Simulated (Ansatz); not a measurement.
Given:

AlCo:
```xyz
2
Lattice="2.8241 0.0000 0.0000 0.0000 2.8241 0.0000 0.0000 0.0000 2.8241" Properties=species:S:1:pos:R:3 pbc="T T T"
Al     1.4121     1.4121     1.4121
Co     0.0000     0.0000     0.0000
```
Starting moments (μB, in the order of the atoms Al Co): 0.0 0.1.

This is the r²SCAN-relaxed structure.

Problem. All from r²SCAN in the plane-wave PAW code Ansatz, unless another level is named. Give the Hill bulk and shear moduli.

Solution. 194 and 123 GPa.

Problem. Next, the elastic constants (relaxed ions, GPa)?

Solution. C11 = 302, C12 = 140, C44 = 163.

Space group Pm-3m (CsCl type). Symmetry was held in the r²SCAN relaxation. The final state is ferromagnetic, the only order run, not a proven ground state. The cell computed holds one magnetic atom, so no antiferromagnetic order was within reach. Other orbital occupations within this spin state were not tried. For itinerant 3d metals, meta-GGAs of the SCAN family and hybrids are commonly reported to give too large moments. As this level gives no gap, shear constants depend on the k-mesh and smearing (Fermi–Dirac, 0.1 eV here).

Potentials: the later of the program's two PAW sets.
